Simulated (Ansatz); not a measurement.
input.yaml

```yaml
crystal:
  lattice:
    - [2.2470990907, 1.2973632649, 7.3349964561]
    - [-2.2470990907, 1.2973632649, 7.3349964561]
    - [0.0, -2.5947265298, 7.3349964561]
  atoms:
    - { symbol: Te, position: [0.5, 0.5, 0.5] }
    - { symbol: Pb, position: [0.74469737, 0.74469737, 0.74469737] }
    - { symbol: Pb, position: [0.25530263, 0.25530263, 0.25530263] }
    - { symbol: Se, position: [0.0, 0.0, 0.0] }
basis:
  ecutwfc: 500
kpoints:
  mp_grid: { grid: [9, 9, 9] }
hamiltonian:
  xc: r2scan
scf:
  occupations: { method: gaussian, width: 0.02 }
output:
  forces: true
  stress: true
  eigenvalues: true
  write_density: true
  write_potential: true
  elf: true
  volumetric_format: npy
relax:
  adjacent_minimum: "off"
  f_tol: 0.005
  max_steps: 80
  cell: { stress_tol: 0.05 }
```

Command:
```bash
ansatz run input.yaml --threads 1 --pin off --max-ram 2560MiB --backend cpu --events-out ev --progress --plain --runs-dir out
```

All numbers below come from DFT r2SCAN, scalar-relativistic, plane waves, PAW in Ansatz.

Part of what the program printed, abridged:

```
Pseudopotentials: kind: paw
Pseudopotential: Te, paw, valence charge 16, recommended cutoff 500 eV (meta_gga)
Pseudopotential: Pb, paw, valence charge 14, recommended cutoff 500 eV (meta_gga)
Pseudopotential: Se, paw, valence charge 16, recommended cutoff 500 eV (meta_gga)
Functional definition: r2SCAN
Crystal: 4 atoms, lattice volume = 128.302 Å³
Basis set: ecut = 500 eV, 3261 PW (Γ), FFT grids on a1−a2, a2, −a2+a3, exchange–correlation on 144×240×144 points (64 copies of the dense FFT grid, shifted against one another)
Bands: 36, of which v1, the nominal top of the filled ones, is band 30 counted from 1 (29 counted from 0)
Symmetry: 12 space group operations
Space group: R-3m (ITA 166), of the structure as read, at distance tolerance 5.0e-5 Å
k-points: 85 of 729
Initial density: superposition of atomic densities (neutral atoms: chi_scale 0, normalization atom), corrected by the library's trained network
Initial wavefunctions: pseudopotential atomic-orbital guess
Functional: x = r2scan, c = r2scan; τ floored in thin density (d = 2e-4 eV/Å³)
SCF iter   1: F=—  HF=-36316.987180 eV  |F-HF|=—  |Δ(HF+E_count)|=         —  Δρ=5.58e-3  dr2=4.33e-2  dr2_τ=4.55e-3  ethr=1.77e-3  ⟨swp⟩=8.9  Hψ=14215  notcnv=0
SCF iter   2: F=—  HF=-36316.986625 eV  |F-HF|=—  |Δ(HF+E_count)|=   5.54e-4  Δρ=2.22e-3  dr2=6.57e-3  dr2_τ=3.48e-4  ethr=7.22e-5  ⟨swp⟩=2.8  Hψ=6016  notcnv=0  defer=124
SCF iter   3: F=—  HF=-36316.986318 eV  |F-HF|=—  |Δ(HF+E_count)|=   3.08e-4  Δρ=7.74e-4  dr2=9.60e-4  dr2_τ=3.18e-5  ethr=1.09e-5  ⟨swp⟩=2.3  Hψ=4919  notcnv=0  defer=124
SCF iter   4: F=—  HF=-36316.986474 eV  |F-HF|=—  |Δ(HF+E_count)|=   1.56e-4  Δρ=2.84e-4  dr2=7.07e-5  dr2_τ=4.22e-6  ethr=1.60e-6  ⟨swp⟩=3.0  Hψ=5486  notcnv=0  defer=124
SCF iter   5: F=—  HF=-36316.986522 eV  |F-HF|=—  |Δ(HF+E_count)|=   4.82e-5  Δρ=7.05e-5  dr2=4.42e-6  dr2_τ=1.57e-7  ethr=1.18e-7  ⟨swp⟩=2.0  Hψ=5487  notcnv=0  defer=124
SCF iter   6: F=-36316.986526 eV  HF=-36316.986526 eV  |F-HF|=4.08e-8  |Δ(HF+E_count)|=   3.91e-6  Δρ=7.88e-6  dr2=8.27e-8  dr2_τ=9.05e-9  ethr=1.67e-10  ⟨swp⟩=13.2  Hψ=26345  notcnv=0
SCF 1 converged in 6 iterations: F = -36316.986526 eV  dr2 = 8.27e-8
relax step   1: F+E_penalty+E_count = -36316.98652608 eV  Δ(F+E_penalty+E_count) = +0.000e0 eV  max|allowed force component| = 1.158e-2 eV/Å  Δτ_max = 0.0000 Å  P = -0.013 GPa  Ω = 128.302 Å³  (6 SCF iters, dr2 threshold 1.00e-7 eV, accepted)
Crystal: 4 atoms, lattice volume = 128.250 Å³
Initial density: handed on by an earlier stage of this run
Initial wavefunctions: those handed on with the density
SCF iter   1: F=—  HF=-36316.985709 eV  |F-HF|=—  |Δ(HF+E_count)|=         —  Δρ=1.40e-4  dr2=5.84e-5  dr2_τ=6.78e-4  ethr=9.87e-8  ⟨swp⟩=2.1  Hψ=14326  notcnv=0
SCF iter   2: F=—  HF=-36316.986534 eV  |F-HF|=—  |Δ(HF+E_count)|=   8.26e-4  Δρ=6.60e-5  dr2=3.61e-5  dr2_τ=2.09e-7  ethr=9.74e-8  ⟨swp⟩=2.7  Hψ=4825  notcnv=0
SCF iter   3: F=—  HF=-36316.986529 eV  |F-HF|=—  |Δ(HF+E_count)|=   5.41e-6  Δρ=4.34e-5  dr2=3.59e-6  dr2_τ=1.71e-7  ethr=6.01e-8  ⟨swp⟩=3.0  Hψ=4740  notcnv=0
SCF iter   4: F=—  HF=-36316.986527 eV  |F-HF|=—  |Δ(HF+E_count)|=   1.84e-6  Δρ=1.74e-5  dr2=1.04e-6  dr2_τ=1.31e-8  ethr=5.98e-9  ⟨swp⟩=2.0  Hψ=3841  notcnv=0
SCF iter   5: F=—  HF=-36316.986527 eV  |F-HF|=—  |Δ(HF+E_count)|=   7.72e-8  Δρ=4.68e-6  dr2=7.04e-8  dr2_τ=1.32e-9  ethr=1.73e-9  ⟨swp⟩=2.4  Hψ=4925  notcnv=0
SCF iter   6: F=-36316.986527 eV  HF=-36316.986527 eV  |F-HF|=2.18e-10  |Δ(HF+E_count)|=   8.60e-9  Δρ=1.94e-6  dr2=5.03e-9  dr2_τ=1.40e-10  ethr=1.40e-11  ⟨swp⟩=6.6  Hψ=19526  notcnv=0
SCF 2 converged in 6 iterations: F = -36316.986527 eV  dr2 = 5.03e-9
relax step   2: F+E_penalty+E_count = -36316.98652726 eV  Δ(F+E_penalty+E_count) = -1.179e-6 eV  max|allowed force component| = 1.310e-2 eV/Å  Δτ_max = 0.0037 Å  P = +0.003 GPa  Ω = 128.250 Å³  energy of the carried Pulay correction = +2.794e-6 eV  (6 SCF iters, dr2 threshold 8.38e-9 eV, rejected (line search))
Crystal: 4 atoms, lattice volume = 128.266 Å³
SCF iter   1: F=—  HF=-36316.986333 eV  |F-HF|=—  |Δ(HF+E_count)|=         —  Δρ=6.96e-5  dr2=1.51e-5  dr2_τ=1.81e-4  ethr=2.54e-8  ⟨swp⟩=2.0  Hψ=13059  notcnv=0
SCF iter   2: F=—  HF=-36316.986558 eV  |F-HF|=—  |Δ(HF+E_count)|=   2.25e-4  Δρ=3.46e-5  dr2=9.87e-6  dr2_τ=5.10e-8  ethr=2.51e-8  ⟨swp⟩=2.7  Hψ=4823  notcnv=0
SCF iter   3: F=—  HF=-36316.986554 eV  |F-HF|=—  |Δ(HF+E_count)|=   4.16e-6  Δρ=2.26e-5  dr2=1.11e-6  dr2_τ=4.47e-8  ethr=1.65e-8  ⟨swp⟩=2.7  Hψ=4439  notcnv=0
SCF iter   4: F=—  HF=-36316.986551 eV  |F-HF|=—  |Δ(HF+E_count)|=   2.69e-6  Δρ=8.56e-6  dr2=3.21e-7  dr2_τ=3.71e-9  ethr=1.86e-9  ⟨swp⟩=2.0  Hψ=3867  notcnv=0
SCF iter   5: F=—  HF=-36316.986551 eV  |F-HF|=—  |Δ(HF+E_count)|=   5.28e-9  Δρ=2.34e-6  dr2=1.66e-8  dr2_τ=4.47e-10  ethr=5.35e-10  ⟨swp⟩=2.2  Hψ=4687  notcnv=0
SCF iter   6: F=—  HF=-36316.986551 eV  |F-HF|=—  |Δ(HF+E_count)|=   3.07e-9  Δρ=9.12e-7  dr2=9.07e-10  dr2_τ=3.48e-11  ethr=2.77e-11  ⟨swp⟩=2.0  Hψ=5610  notcnv=0
SCF iter   7: F=—  HF=-36316.986551 eV  |F-HF|=—  |Δ(HF+E_count)|=  4.51e-10  Δρ=3.02e-7  dr2=1.50e-10  dr2_τ=2.91e-12  ethr=1.51e-12  ⟨swp⟩=2.0  Hψ=5610  notcnv=0
SCF iter   8: F=-36316.986551 eV  HF=-36316.986551 eV  |F-HF|=2.91e-11  |Δ(HF+E_count)|=  5.09e-11  Δρ=9.58e-8  dr2=2.60e-11  dr2_τ=2.90e-13  ethr=1.00e-12  ⟨swp⟩=6.9  Hψ=14841  notcnv=0
SCF 3 converged in 8 iterations: F = -36316.986551 eV  dr2 = 2.60e-11
relax step   3: F+E_penalty+E_count = -36316.98655127 eV  Δ(F+E_penalty+E_count) = -2.520e-5 eV  max|allowed force component| = 2.283e-5 eV/Å  Δτ_max = 0.0018 Å  P = -0.001 GPa  Ω = 128.266 Å³  energy of the carried Pulay correction = +1.924e-6 eV  (8 SCF iters, accepted)
Initial wavefunctions: pseudopotential atomic-orbital guess (no wavefunctions were taken with the density)
SCF iter   1: F=—  HF=-36316.986550 eV  |F-HF|=—  |Δ(HF+E_count)|=         —  Δρ=9.85e-7  dr2=6.02e-10  dr2_τ=8.12e-11  ethr=1.12e-7  ⟨swp⟩=3.6  Hψ=22420  notcnv=0
SCF iter   2: F=—  HF=-36316.986549 eV  |F-HF|=—  |Δ(HF+E_count)|=   4.67e-7  Δρ=5.91e-7  dr2=2.40e-10  dr2_τ=1.01e-10  ethr=1.00e-12  ⟨swp⟩=4.2  Hψ=9922  notcnv=0
SCF iter   3: F=—  HF=-36316.986549 eV  |F-HF|=—  |Δ(HF+E_count)|=  1.02e-10  Δρ=3.85e-7  dr2=8.79e-11  dr2_τ=1.60e-11  ethr=1.00e-12  ⟨swp⟩=1.0  Hψ=3060  notcnv=0
SCF iter   4: F=-36316.986549 eV  HF=-36316.986549 eV  |F-HF|=7.28e-12  |Δ(HF+E_count)|=  3.64e-11  Δρ=1.62e-7  dr2=1.47e-11  dr2_τ=2.42e-12  ethr=1.00e-12  ⟨swp⟩=7.3  Hψ=15431  notcnv=0
SCF 4 converged in 4 iterations: F = -36316.986549 eV  dr2 = 1.47e-11
SCF converged after 4 iterations
Free energy (F): -36316.986549 eV
Harris-Foulkes:  -36316.986549 eV  (|F-HF|=7.28e-12)
Internal energy: -36316.986549 eV  (E = F + TS)
E sigma→0 (E₀):  -36316.986549 eV
Fermi energy:    8.716061 eV
--- Per-component energies (eV) ---
  E_band       = -805.138494
  E_kinetic    = 871.782099
  E_local      = -6039.873447  (includes V_loc(G=0)·N_el)
  E_nonlocal   = -204.088404
  E_hartree    = 2953.194811
  E_xc         = -630.844230
  E_vxc        = -508.033522  (∫ρ·V_xc dr)
  E_paw        = -27474.761615  (= ΣΔE_a)
  E_vpaw       = -864.274670  (= ΣTr[D̂ρ^β])
  E_aug_tail   = -0.000206  (compensation charges beyond the density's cutoff)
  E_vtau       = 32.960110  (kinetic-family band-sum trace: ∫τ·v_τ [+ j·A + Jᵃ·Aᵃ] dr)
  E_ewald      = -5792.846648
  E_core_change = 0.451090  (= ΣΔE_core)
  E_smearing   =  0.000000  (= −TS)
--- Forces (eV/Å), atoms counted from 1 ---
  atom   1  Te     0.00000000     0.00000000     0.00000000
  atom   2  Pb     0.00000000     0.00000000     0.00002852
  atom   3  Pb     0.00000000     0.00000000    -0.00002852
  atom   4  Se     0.00000000     0.00000000     0.00000000
--- Stress (GPa, compression-positive) ---
       -0.000681       0.000000       0.000000
        0.000000      -0.000681       0.000000
        0.000000       0.000000      -0.002581
  P = ⅓ Tr σ = -0.0013 GPa (-0.013 kbar)
--- Band table (eV; the first three rows and the last of 85) ---
  k-point 0: bands = ["-39.5919", "-39.5919", "-39.5803", "-39.5803", "-39.5746", "-28.6488", "-28.6488", "-28.6472", "-28.6322", "-28.6322", "-9.1697", "-9.1697", "-9.1535", "-9.1535", "-9.1519", "-9.1506", "-9.1491", "-9.1491", "-9.1287", "-9.1287", "-5.1509", "-3.2349", "-0.5091", "2.2017", "6.4249", "6.4249", "6.6529", "7.3319", "7.3319", "8.2444", "9.1878", "9.9826", "9.9826", "12.8986", "12.8986", "12.9205"]
  k-point 1: bands = ["-39.5919", "-39.5918", "-39.5803", "-39.5803", "-39.5746", "-28.6489", "-28.6488", "-28.6471", "-28.6322", "-28.6321", "-9.1753", "-9.1670", "-9.1550", "-9.1531", "-9.1521", "-9.1496", "-9.1484", "-9.1471", "-9.1312", "-9.1289", "-5.0751", "-3.1704", "-0.4188", "1.9094", "6.1425", "6.3211", "6.6014", "7.0782", "7.1405", "7.6469", "9.7840", "10.3006", "11.2167", "11.8077", "12.6985", "12.7324"]
  k-point 2: bands = ["-39.5918", "-39.5918", "-39.5803", "-39.5803", "-39.5746", "-28.6490", "-28.6489", "-28.6470", "-28.6322", "-28.6318", "-9.1895", "-9.1628", "-9.1613", "-9.1548", "-9.1528", "-9.1452", "-9.1442", "-9.1408", "-9.1351", "-9.1287", "-4.8660", "-2.9923", "-0.2075", "1.2883", "4.9466", "6.0747", "6.4136", "6.7763", "7.0012", "7.6469", "10.1932", "10.8427", "10.9685", "12.3142", "12.4626", "12.9929"]
  k-point 84: bands = ["-39.5919", "-39.5918", "-39.5803", "-39.5803", "-39.5746", "-28.6489", "-28.6488", "-28.6471", "-28.6322", "-28.6321", "-9.1694", "-9.1628", "-9.1593", "-9.1543", "-9.1528", "-9.1495", "-9.1467", "-9.1447", "-9.1344", "-9.1338", "-4.9698", "-3.5021", "0.4921", "1.1487", "5.8892", "6.2104", "6.5628", "7.2927", "7.6558", "7.8085", "9.8686", "10.3852", "10.5691", "11.9117", "12.0566", "12.4372"]
--- Relaxed structure (3 steps of the walk, 2 accepted, 1 SCFs on fresh bases) ---
  F+E_penalty+E_count = -36316.98654942 eV   max|allowed force component| = 2.852e-5 eV/Å   (the final SCF, on the basis selected at the relaxed cell)
  cell:  # Å, volume = 128.2662 Å³
    - [2.24716956, 1.29740395, 7.33246507]
    - [-2.24716956, 1.29740395, 7.33246507]
    - [0.0, -2.59480790, 7.33246507]
  atoms:
    - { symbol: Te, position: [0.49999999, 0.49999999, 0.50000000] }
    - { symbol: Pb, position: [0.74461727, 0.74461727, 0.74461727] }
    - { symbol: Pb, position: [0.25538272, 0.25538272, 0.25538272] }
    - { symbol: Se, position: [0.0, 0.0, 0.0] }
```

The relaxation met its thresholds.

Time: 3.4 min on 1 thread of Arm Neoverse V1, on a shared host, peak memory 0.98 GiB.

Spin–orbit coupling is left out, which can shift energies with elements as heavy as these.